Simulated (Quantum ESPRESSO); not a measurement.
## Ga3GeCN3 (finding a planted mistake in a log)

Computed values, not a measurement. The program is pw.x of Quantum ESPRESSO 7.5 (plane-wave density functional theory). The cell is made up: 8 atoms on a wurtzite lattice, with randomly drawn elements, strain and displacements, not relaxed. PseudoDojo standard norm-conserving files (v0.5 for PBE, v0.4.1 for LDA and PBEsol) set the functional; there is no spin polarisation, spin-orbit coupling or dispersion term, and the masses in the input are unused placeholders.

Intended input:

```
&control calculation='scf', pseudo_dir='./dojo.nc.sr.pbe.v0_5.standard.upf', outdir='./o', disk_io='low', tprnfor=.true., tstress=.true. /
&system ibrav=0, nat=8, ntyp=4, nbnd=42, ecutwfc=84.00895049, nosym=.true., tot_charge=0,
 occupations='smearing', smearing='fd', degauss=0.0018374661
/
&electrons conv_thr=7.350e-09, electron_maxstep=60, /
ATOMIC_SPECIES
C 1.0 C.upf
Ga 1.0 Ga.upf
Ge 1.0 Ge.upf
N 1.0 N.upf
CELL_PARAMETERS angstrom
3.2072 0.0 0.0
0.0 5.555 0.0
0.0 0.0 5.2373
ATOMIC_POSITIONS angstrom
Ga -0.0104 0.0022 -0.0075
Ga 1.5879 2.737 0.0169
Ge 1.6249 0.9483 2.6156
Ga -0.0108 3.6998 2.6182
C 0.0182 -0.0064 1.9426
N 1.603 2.7863 1.9519
N 1.5848 0.918 4.5487
N -0.0064 3.6935 4.5945
K_POINTS automatic
5 4 4 1 1 1
```

The log is shortened where brackets say so; the opening notice, blank lines, dates and the lines on written files are dropped, and the path of the files is cut. It prints rydbergs, bohrs and kilobars, and counts compression as positive stress. Where no state is partly filled, the Fermi energy that it prints is only some level between the filled and the empty states on the mesh, and need not lie in the true gap.

Log of the intended run:

```
     Program PWSCF v.7.5
     Parallel version (MPI & OpenMP), running on       4 processor cores
     Number of MPI processes:                 4
     Threads/MPI process:                     1
     [start-up lines left out]
     bravais-lattice index     =            0
     lattice parameter (alat)  =       6.0607  a.u.
     unit-cell volume          =     629.6717 (a.u.)^3
     number of atoms/cell      =            8
     number of atomic types    =            4
     number of electrons       =        72.00
     number of Kohn-Sham states=           42
     kinetic-energy cutoff     =      84.0090  Ry
     charge density cutoff     =     336.0358  Ry
     scf convergence threshold =      7.3E-09
     mixing beta               =       0.7000
     number of iterations used =            8  plain     mixing
     Exchange-correlation= PBE
                           (   1   4   3   4   0   0   0)
     [axes and pseudopotential details left out]
   Cartesian axes
     site n.     atom                  positions (alat units)
         1        Ga     tau(   1) = (  -0.0032427   0.0006860  -0.0023385  )
         2        Ga     tau(   2) = (   0.4951048   0.8533924   0.0052694  )
         3        Ge     tau(   3) = (   0.5066413   0.2956785   0.8155400  )
         4        Ga     tau(   4) = (  -0.0033674   1.1535919   0.8163507  )
         5        C      tau(   5) = (   0.0056747  -0.0019955   0.6056997  )
         6        N      tau(   6) = (   0.4998129   0.8687640   0.6085994  )
         7        N      tau(   7) = (   0.4941382   0.2862310   1.4182776  )
         8        N      tau(   8) = (  -0.0019955   1.1516276   1.4325580  )
     number of k points=    40  Fermi-Dirac smearing, width (Ry)=  0.0018
                       cart. coord. in units 2pi/alat
        k(    1) = (   0.1000000   0.0721692   0.0765471), wk =   0.0500000
        k(    2) = (   0.1000000   0.0721692   0.2296412), wk =   0.0500000
     [further k points left out]
     Dense  grid:    65431 G-vectors     FFT dimensions: (  36,  64,  60)
     Estimated max dynamical RAM per process >     140.67 MB
     Estimated total dynamical RAM >     514.76 MB
     Initial potential from superposition of free atoms
     starting charge      71.9911, renormalised to      72.0000
     Starting wfcs are   52 randomized atomic wfcs
     total cpu time spent up to now is        2.5 secs
     per-process dynamical memory:   103.2 Mb
     Self-consistent Calculation
     iteration #  1     ecut=    84.01 Ry     beta= 0.70
     Davidson diagonalization with overlap
     ethr =  1.00E-02,  avg # of iterations =  3.0
     total cpu time spent up to now is        5.7 secs
     total energy              =    -710.98874701 Ry
     estimated scf accuracy    <       1.96710775 Ry
     iteration #  2     ecut=    84.01 Ry     beta= 0.70
     Davidson diagonalization with overlap
     ethr =  2.73E-03,  avg # of iterations =  3.3
     total cpu time spent up to now is        8.8 secs
     total energy              =    -711.56351834 Ry
     estimated scf accuracy    <       1.75769433 Ry
     [iterations 3 to 11 left out]
     iteration # 12     ecut=    84.01 Ry     beta= 0.70
     Davidson diagonalization with overlap
     ethr =  3.34E-11,  avg # of iterations =  4.3
     total cpu time spent up to now is       40.4 secs
     total energy              =    -711.87962231 Ry
     estimated scf accuracy    <       0.00000001 Ry
     iteration # 13     ecut=    84.01 Ry     beta= 0.70
     Davidson diagonalization with overlap
     ethr =  1.74E-11,  avg # of iterations =  2.0
     total cpu time spent up to now is       43.0 secs
     End of self-consistent calculation
     [lines on levels left out]
     the Fermi energy is    12.7952 ev
!    total energy              =    -711.87962231 Ry
     estimated scf accuracy    <          9.0E-10 Ry
     smearing contrib. (-TS)   =       0.00000000 Ry
     internal energy E=F+TS    =    -711.87962231 Ry
     The total energy is F=E-TS. E is the sum of the following terms:
     one-electron contribution =    -229.15205700 Ry
     hartree contribution      =     180.52483015 Ry
     xc contribution           =    -192.37318881 Ry
     ewald contribution        =    -470.87920664 Ry
     convergence has been achieved in  13 iterations
     Forces acting on atoms (cartesian axes, Ry/au):
     atom    1 type  2   force =    -0.00203102   -0.01784938   -0.00918398
     atom    2 type  2   force =     0.00378045    0.03054951   -0.02405220
     atom    3 type  3   force =    -0.00674623   -0.03134751   -0.02462955
     atom    4 type  2   force =     0.00556404    0.01477018    0.01210663
     atom    5 type  1   force =    -0.00095868    0.05286199    0.04217834
     atom    6 type  4   force =    -0.00268580   -0.04170390    0.02908672
     atom    7 type  4   force =     0.00731928    0.01293854   -0.02367411
     atom    8 type  4   force =    -0.00424204   -0.02021945   -0.00183185
     Total force =     0.111095     Total SCF correction =     0.000118
     Computing stress (Cartesian axis) and pressure
          total   stress  (Ry/bohr**3)                   (kbar)     P=       37.92
   0.00019070   0.00001389   0.00000852           28.05        2.04        1.25
   0.00001389   0.00020886   0.00000515            2.04       30.72        0.76
   0.00000852   0.00000515   0.00037372            1.25        0.76       54.98
     init_run     :      2.10s CPU      2.19s WALL (       1 calls)
     electrons    :     40.34s CPU     40.56s WALL (       1 calls)
     forces       :      0.48s CPU      0.48s WALL (       1 calls)
     stress       :      1.63s CPU      1.63s WALL (       1 calls)
     [timing details left out]
     PWSCF        :     44.89s CPU     45.24s WALL
     JOB DONE.
```

A second run was made from an input with one planted mistake. Its log:

```
     Program PWSCF v.7.5
     Parallel version (MPI & OpenMP), running on       4 processor cores
     Number of MPI processes:                 4
     Threads/MPI process:                     1
     [start-up lines left out]
     bravais-lattice index     =            0
     lattice parameter (alat)  =       6.1656  a.u.
     unit-cell volume          =     662.9226 (a.u.)^3
     number of atoms/cell      =            8
     number of atomic types    =            4
     number of electrons       =        72.00
     number of Kohn-Sham states=           42
     kinetic-energy cutoff     =      84.0090  Ry
     charge density cutoff     =     336.0358  Ry
     scf convergence threshold =      7.3E-09
     mixing beta               =       0.7000
     number of iterations used =            8  plain     mixing
     Exchange-correlation= PBE
                           (   1   4   3   4   0   0   0)
     [axes and pseudopotential details left out]
   Cartesian axes
     site n.     atom                  positions (alat units)
         1        Ga     tau(   1) = (  -0.0032488   0.0006743  -0.0023294  )
         2        Ga     tau(   2) = (   0.4951114   0.8534036   0.0052717  )
         3        Ge     tau(   3) = (   0.5066356   0.2956754   0.8155209  )
         4        Ga     tau(   4) = (  -0.0033714   1.1535845   0.8163484  )
         5        C      tau(   5) = (   0.0056702  -0.0019922   0.6056947  )
         6        N      tau(   6) = (   0.4998008   0.8687590   0.6086064  )
         7        N      tau(   7) = (   0.4941306   0.2862353   1.4182732  )
         8        N      tau(   8) = (  -0.0019922   1.1516229   1.4325559  )
     number of k points=    40  Fermi-Dirac smearing, width (Ry)=  0.0018
                       cart. coord. in units 2pi/alat
        k(    1) = (   0.1000000   0.0721696   0.0765475), wk =   0.0500000
        k(    2) = (   0.1000000   0.0721696   0.2296425), wk =   0.0500000
     [further k points left out]
     Dense  grid:    68863 G-vectors     FFT dimensions: (  36,  64,  60)
     Estimated max dynamical RAM per process >     147.25 MB
     Estimated total dynamical RAM >     538.56 MB
     Initial potential from superposition of free atoms
     starting charge      71.9911, renormalised to      72.0000
     Starting wfcs are   52 randomized atomic wfcs
     total cpu time spent up to now is        2.4 secs
     per-process dynamical memory:   107.9 Mb
     Self-consistent Calculation
     iteration #  1     ecut=    84.01 Ry     beta= 0.70
     Davidson diagonalization with overlap
     ethr =  1.00E-02,  avg # of iterations =  3.0
     total cpu time spent up to now is        5.6 secs
     total energy              =    -710.98825665 Ry
     estimated scf accuracy    <       1.92450010 Ry
     iteration #  2     ecut=    84.01 Ry     beta= 0.70
     Davidson diagonalization with overlap
     ethr =  2.67E-03,  avg # of iterations =  3.3
     total cpu time spent up to now is        8.9 secs
     total energy              =    -711.53323288 Ry
     estimated scf accuracy    <       1.93018040 Ry
     [iterations 3 to 11 left out]
     iteration # 12     ecut=    84.01 Ry     beta= 0.70
     Davidson diagonalization with overlap
     ethr =  5.82E-11,  avg # of iterations =  4.2
     total cpu time spent up to now is       40.4 secs
     total energy              =    -711.87813195 Ry
     estimated scf accuracy    <       0.00000002 Ry
     iteration # 13     ecut=    84.01 Ry     beta= 0.70
     Davidson diagonalization with overlap
     ethr =  2.74E-11,  avg # of iterations =  2.0
     total cpu time spent up to now is       43.1 secs
     End of self-consistent calculation
     [lines on levels left out]
     the Fermi energy is    11.7564 ev
!    total energy              =    -711.87813195 Ry
     estimated scf accuracy    <          1.4E-09 Ry
     smearing contrib. (-TS)   =       0.00000000 Ry
     internal energy E=F+TS    =    -711.87813195 Ry
     The total energy is F=E-TS. E is the sum of the following terms:
     one-electron contribution =    -241.52503283 Ry
     hartree contribution      =     184.61413851 Ry
     xc contribution           =    -192.09592193 Ry
     ewald contribution        =    -462.87131570 Ry
     convergence has been achieved in  13 iterations
     Forces acting on atoms (cartesian axes, Ry/au):
     atom    1 type  2   force =    -0.00133048   -0.01671477   -0.00799693
     atom    2 type  2   force =     0.00325464    0.02827064   -0.02269455
     atom    3 type  3   force =    -0.00666126   -0.02876725   -0.02217143
     atom    4 type  2   force =     0.00490893    0.01395844    0.01104203
     atom    5 type  1   force =    -0.00139504    0.04859048    0.03847336
     atom    6 type  4   force =    -0.00197979   -0.03952505    0.02675155
     atom    7 type  4   force =     0.00682326    0.01275678   -0.02196292
     atom    8 type  4   force =    -0.00362026   -0.01856928   -0.00144112
     Total force =     0.102718     Total SCF correction =     0.000117
     Computing stress (Cartesian axis) and pressure
          total   stress  (Ry/bohr**3)                   (kbar)     P=      -47.61
  -0.00036778   0.00001152   0.00000635          -54.10        1.69        0.93
   0.00001152  -0.00036404   0.00000311            1.69      -53.55        0.46
   0.00000635   0.00000311  -0.00023922            0.93        0.46      -35.19
     init_run     :      2.13s CPU      2.22s WALL (       1 calls)
     electrons    :     40.42s CPU     40.75s WALL (       1 calls)
     forces       :      0.49s CPU      0.50s WALL (       1 calls)
     stress       :      1.64s CPU      1.64s WALL (       1 calls)
     [timing details left out]
     PWSCF        :     44.86s CPU     45.32s WALL
     JOB DONE.
```

Question: what was wrong in the second input?

Answer: the cell and the positions are scaled by a wrong factor. The input lines that differ, file-writing options aside:

```
- 3.2072 0.0 0.0
+ 3.2627 0.0 0.0
- 0.0 5.555 0.0
+ 0.0 5.6511 0.0
- 0.0 0.0 5.2373
+ 0.0 0.0 5.3279
- Ga -0.0104 0.0022 -0.0075
+ Ga -0.0106 0.0022 -0.0076
- Ga 1.5879 2.737 0.0169
+ Ga 1.6154 2.7844 0.0172
- Ge 1.6249 0.9483 2.6156
+ Ge 1.653 0.9647 2.6608
- Ga -0.0108 3.6998 2.6182
+ Ga -0.011 3.7638 2.6635
- C 0.0182 -0.0064 1.9426
+ C 0.0185 -0.0065 1.9762
- N 1.603 2.7863 1.9519
+ N 1.6307 2.8345 1.9857
- N 1.5848 0.918 4.5487
+ N 1.6122 0.9339 4.6274
- N -0.0064 3.6935 4.5945
+ N -0.0065 3.7574 4.674
```

|  | intended run | run with the mistake |
| --- | --- | --- |
| free energy (eV) | -9685.616 | -9685.595 |
| smearing term -TS (eV) | 0.0000 | 0.0000 |
| pressure (GPa) | 3.79 | -4.76 |
| largest force component (eV/Å) | 1.359 | 1.249 |
| largest change of a force component (eV/Å) |  | 0.110 |
| iterations | 13 | 13 |

For scale, a rerun of the intended cell at 1437 eV and a 7 x 6 x 6 mesh moved values by no more than 0.012 eV in energy, 0.08 GPa in stress and 0.006 eV/Å in force.